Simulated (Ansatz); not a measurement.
Ansatz 0.2.0, relaxation: Ba₃Rh₂Br₂O₅

The input file (Ansatz 0.2.0, plane waves):

```yaml
crystal:
  lattice:
    - [0.0, 4.165192, 0.0]
    - [4.165192, 0.0, 0.0]
    - [2.082596, 2.082596, -12.655934]
  atoms:
    - { symbol: Ba, position: [0.5, 0.5, 0.0] }
    - { symbol: Ba, position: [0.3448, 0.3448, 0.3104] }
    - { symbol: Ba, position: [0.6552, 0.6552, 0.6896] }
    - { symbol: Rh, position: [0.0794, 0.0794, 0.8412] }
    - { symbol: Rh, position: [0.9206, 0.9206, 0.1588] }
    - { symbol: Br, position: [0.2048, 0.2048, 0.5904] }
    - { symbol: Br, position: [0.7952, 0.7952, 0.4096] }
    - { symbol: O, position: [0.5896, 0.0896, 0.8208] }
    - { symbol: O, position: [0.0896, 0.5896, 0.8208] }
    - { symbol: O, position: [0.4104, 0.9104, 0.1792] }
    - { symbol: O, position: [0.9104, 0.4104, 0.1792] }
    - { symbol: O, position: [0.0, 0.0, 0.0] }
  symmetry: { tolerance: 0.0003 }
kpoints:
  mp_grid: { grid: [5, 5, 5], shift: [0, 0, 0] }
magnetization:
  spin_polarized: false
scf:
  occupations: { method: fermi_dirac }
  lower_state_search: "off"
hamiltonian:
  pseudopotentials: { kind: paw }
  xc: pbe
basis:
  ecutwfc: 420
  fft_grid_basis: typed
relax:
  max_steps: 80
  cell: { p_target: 0.0 }
output:
  forces: true
  stress: true
  eigenvalues: true
  populations: true
  elf: true
  write_potential: true
  volumetric_format: npy
  dos:
    e_range: [-12, 8]
    de: 0.05
    projected: { site_lists: { Ba: [Ba], Br: [Br], O: [O], Rh: [Rh] } }
  write_density: true
  bader: false
checkpoint:
  read: saved_state
```

The command:

```bash
ansatz run input.yaml --threads 2 --pin off --max-ram 2560MiB --backend cpu --events-out ev --progress --plain --runs-dir out
```

Origin of the cell: a known structure type with other elements, at an estimated volume, so it need not be a known compound.

The smearing width isn't typed, so it takes its default of 0.1 eV.

The saved state is a converged single point of the same cell.

Excerpt of the output:

```
SCF iter   1: F=—  HF=-39065.854644 eV  Δρ=1.76e-3  dr2=6.25e-3
SCF iter   2: F=—  HF=-39065.858687 eV  Δρ=9.20e-4  dr2=4.28e-3
SCF iter   3: F=—  HF=-39065.859750 eV  Δρ=2.79e-4  dr2=1.62e-3
SCF iter   4: F=—  HF=-39065.859581 eV  Δρ=1.34e-4  dr2=2.43e-4
SCF iter   5: F=—  HF=-39065.859553 eV  Δρ=6.10e-5  dr2=2.33e-5
SCF iter   6: F=—  HF=-39065.859799 eV  Δρ=2.53e-5  dr2=3.50e-6
SCF iter   7: F=—  HF=-39065.859799 eV  Δρ=1.17e-5  dr2=5.46e-7
SCF iter   8: F=—  HF=-39065.859799 eV  Δρ=3.88e-6  dr2=1.10e-7
SCF iter   9: F=-39065.859799 eV  HF=-39065.859799 eV  Δρ=1.73e-6  dr2=1.04e-8
relax step   1: F+E_penalty+E_count = -39065.859799 eV  Δ(F+E_penalty+E_count) = +0.000e0 eV  max|allowed force component| = 3.000e-1 eV/Å  Δτ_max = 0.0000 Å  P = +1.233 GPa  Ω = 219.566 Å³ […]
relax step   2: F+E_penalty+E_count = -39065.979848 eV  Δ(F+E_penalty+E_count) = -1.200e-1 eV  max|allowed force component| = 1.477e-1 eV/Å  Δτ_max = 0.1300 Å  P = -0.757 GPa  Ω = 227.201 Å³ […]
relax step   3: F+E_penalty+E_count = -39066.022874 eV  Δ(F+E_penalty+E_count) = -4.303e-2 eV  max|allowed force component| = 6.140e-2 eV/Å  Δτ_max = 0.0316 Å  P = -0.122 GPa  Ω = 227.613 Å³ […]
relax step   4: F+E_penalty+E_count = -39066.042878 eV  Δ(F+E_penalty+E_count) = -2.000e-2 eV  max|allowed force component| = 1.228e-1 eV/Å  Δτ_max = 0.0483 Å  P = +0.107 GPa  Ω = 229.886 Å³ […]
relax step   5: F+E_penalty+E_count = -39066.042291 eV  Δ(F+E_penalty+E_count) = +5.875e-4 eV  max|allowed force component| = 1.062e-1 eV/Å  Δτ_max = 0.0193 Å  P = -0.102 GPa  Ω = 230.458 Å³ […]
relax step   6: F+E_penalty+E_count = -39066.043675 eV  Δ(F+E_penalty+E_count) = -1.384e-3 eV  max|allowed force component| = 1.691e-2 eV/Å  Δτ_max = 0.0109 Å  P = -0.040 GPa  Ω = 230.362 Å³ […]
relax step   7: F+E_penalty+E_count = -39066.043988 eV  Δ(F+E_penalty+E_count) = -3.135e-4 eV  max|allowed force component| = 3.983e-3 eV/Å  Δτ_max = 0.0046 Å  P = +0.003 GPa  Ω = 230.282 Å³ […]
relax step   8: F+E_penalty+E_count = -39066.093079 eV  Δ(F+E_penalty+E_count) = -4.909e-2 eV  max|allowed force component| = 3.284e-3 eV/Å  Δτ_max = 0.0000 Å  P = +0.306 GPa  Ω = 230.282 Å³  stress off target by 7.33e-1 GPa […]
relax step   9: F+E_penalty+E_count = -39066.101111 eV  Δ(F+E_penalty+E_count) = -8.031e-3 eV  max|allowed force component| = 1.745e-2 eV/Å  Δτ_max = 0.0402 Å  P = +0.156 GPa  Ω = 233.150 Å³ […]
relax step  10: F+E_penalty+E_count = -39066.099775 eV  Δ(F+E_penalty+E_count) = +1.336e-3 eV  max|allowed force component| = 1.550e-2 eV/Å  Δτ_max = 0.0585 Å  P = +0.063 GPa  Ω = 236.360 Å³ […]
relax step  11: F+E_penalty+E_count = -39066.098165 eV  Δ(F+E_penalty+E_count) = +1.610e-3 eV  max|allowed force component| = 5.353e-3 eV/Å  Δτ_max = 0.0171 Å  P = -0.036 GPa  Ω = 237.256 Å³ […]
relax step  12: F+E_penalty+E_count = -39066.097632 eV  Δ(F+E_penalty+E_count) = +5.326e-4 eV  max|allowed force component| = 2.783e-3 eV/Å  Δτ_max = 0.0074 Å  P = +0.007 GPa  Ω = 237.525 Å³ […]
relax step  13: F+E_penalty+E_count = -39066.116194 eV  Δ(F+E_penalty+E_count) = -1.856e-2 eV  max|allowed force component| = 2.699e-3 eV/Å  Δτ_max = 0.0000 Å  P = +0.044 GPa  Ω = 237.525 Å³  stress off target by 1.84e-1 GPa […]
relax step  14: F+E_penalty+E_count = -39066.114185 eV  Δ(F+E_penalty+E_count) = +2.008e-3 eV  max|allowed force component| = 1.501e-2 eV/Å  Δτ_max = 0.0379 Å  P = +0.021 GPa  Ω = 239.731 Å³ […]
relax step  15: F+E_penalty+E_count = -39066.112603 eV  Δ(F+E_penalty+E_count) = +1.582e-3 eV  max|allowed force component| = 3.074e-2 eV/Å  Δτ_max = 0.0179 Å  P = -0.007 GPa  Ω = 240.633 Å³ […]
relax step  16: F+E_penalty+E_count = -39066.112604 eV  Δ(F+E_penalty+E_count) = -6.805e-7 eV  max|allowed force component| = 8.304e-3 eV/Å  Δτ_max = 0.0037 Å  P = -0.003 GPa  Ω = 240.688 Å³ […]
relax step  17: F+E_penalty+E_count = -39066.119063 eV  Δ(F+E_penalty+E_count) = -6.459e-3 eV  max|allowed force component| = 8.403e-3 eV/Å  Δτ_max = 0.0000 Å  P = +0.006 GPa  Ω = 240.688 Å³  stress off target by 4.86e-2 GPa […]
SCF 17 converged in 7 iterations: F = -39066.119063 eV  dr2 = 1.06e-10
basis re-selected at this cell: Δ(F+E_penalty+E_count) = -6.459e-3 eV, ΔP = +0.009 GPa vs the last step (what re-selecting the basis moved, of the pressure what is left beyond the Pulay corre […]
SCF converged after 7 iterations
Free energy (F): -39066.119063 eV
Harris-Foulkes:  -39066.119063 eV  (|F-HF|=4.37e-11)
Internal energy: -39065.848605 eV  (E = F + TS)
E sigma→0 (E₀):  -39065.983834 eV
Entropy (-TS):   -0.270457 eV (-22.538 meV/atom)
Fermi energy:    8.707944 eV
--- Per-component energies (eV) ---
  E_band       = -706.412862
  E_kinetic    = 2789.525749
  E_local      = -17939.274822  (includes V_loc(G=0)·N_el)
  E_nonlocal   = 1265.185362
  E_hartree    = 7834.788048
  E_xc         = -1846.231172
  E_vxc        = -1642.074383  (∫ρ·V_xc dr)
  E_paw        = -28133.553955  (= ΣΔE_a)
  E_vpaw       = -849.363950  (= ΣTr[D̂ρ^β])
  E_aug_tail   = 0.013970  (compensation charges beyond the density's cutoff)
  E_ewald      = -3036.301785
  E_smearing   = -0.270457  (= −TS)
  Σ components = -39066.119063   (vs F -39066.119063, Δ=0.00e0)
--- Forces (eV/Å), atoms counted from 1 ---
  atom   1  Ba     0.000000     0.000000     0.000000
  atom   2  Ba     0.000000     0.000000    -0.001623
  atom   3  Ba     0.000000     0.000000     0.001623
  atom   4  Rh     0.000000     0.000000    -0.008403
  atom   5  Rh     0.000000     0.000000     0.008403
  atom   6  Br     0.000000     0.000000    -0.002315
  atom   7  Br     0.000000     0.000000     0.002315
  atom   8  O      0.000000     0.000000     0.003809
  atom   9  O      0.000000     0.000000     0.003809
  atom  10  O      0.000000     0.000000    -0.003809
  atom  11  O      0.000000     0.000000    -0.003809
  atom  12  O      0.000000    -0.000000     0.000000
  max |Σ_I F_I| component: 0.0 eV/Å
--- Stress (GPa, compression-positive) ---
       -0.015244       0.000000       0.000000
        0.000000      -0.015244       0.000000
        0.000000       0.000000       0.048641
  P = ⅓ Tr σ = 0.0061 GPa (0.061 kbar)
--- Relaxed structure (14 steps of the walk, 14 accepted, 3 SCFs on fresh bases) ---
  F+E_penalty+E_count = -39066.119063 eV   max|allowed force component| = 8.403e-3 eV/Å   (the final SCF, on the basis selected at the relaxed cell)
  cell:  # Å, volume = 240.6884 Å³
    - [0.0, 4.090286, 0.0]
    - [4.090286, 0.0, 0.0]
    - [2.045143, 2.045143, -14.386257]
  atoms:
    - { symbol: Ba, position: [0.5, 0.5, 1.342e-19] }
    - { symbol: Ba, position: [0.358991, 0.358991, 0.282018] }
    - { symbol: Ba, position: [0.641009, 0.641009, 0.717982] }
    - { symbol: Rh, position: [0.071139, 0.071139, 0.857722] }
    - { symbol: Rh, position: [0.928861, 0.928861, 0.142278] }
    - { symbol: Br, position: [0.194820, 0.194820, 0.610361] }
    - { symbol: Br, position: [0.805180, 0.805180, 0.389639] }
    - { symbol: O, position: [0.579299, 0.079299, 0.841403] }
    - { symbol: O, position: [0.079299, 0.579299, 0.841403] }
    - { symbol: O, position: [0.420701, 0.920701, 0.158597] }
    - { symbol: O, position: [0.920701, 0.420701, 0.158597] }
    - { symbol: O, position: [0.0, 0.0, 1.342e-19] }
--- Löwdin populations: 12 sites ---
  site symbol       q [e]
     0     Ba      8.2324
     1     Ba      8.3115
     2     Ba      8.3115
     3     Rh     16.0868
     4     Rh     16.0868
     5     Br      7.6238
     6     Br      7.6238
     7      O      6.9270
     8      O      6.9270
     9      O      6.9270
    10      O      6.9270
    11      O      6.8979
  spilling = 0.010348 (of n_electrons = 108.000000)
```

The starting structure.

Space group I4/mmm (No. 139); the run's cell has a = 4.165 Å, b = 4.165 Å, c = 12.994 Å, α = 80.78°, β = 80.78°, γ = 90.00°. Shortest distances: O–Rh 2.01 Å, Ba–O 2.66 Å, O–O 2.95 Å, Br–Rh 3.17 Å, Ba–Br 3.20 Å, Ba–Rh 3.52 Å.

After:

Space group I4/mmm (No. 139); the run's cell has a = 4.090 Å, b = 4.090 Å, c = 14.674 Å, α = 81.99°, β = 81.99°, γ = 90.00°. Shortest distances: O–Rh 2.05 Å, Ba–O 2.71 Å, O–O 2.89 Å, Ba–Br 3.28 Å, Ba–Rh 3.52 Å, Br–Rh 3.56 Å.

```yaml
Free_energy_lowered_by: 21.6 meV/atom
Volume_change: 9.62 %
Final_pressure: 0.01 GPa
Relaxation_steps_listed: 17
```

Caveats: no moments, though an odd count or open d shells may carry them; the k mesh is coarse if the cell is a metal; the relaxation held the start's symmetry, so the end may be a saddle point.

It ran for 6.4 min on 2 threads of Arm Neoverse N1, on a shared host, peak memory 0.73 GiB, from a saved density.
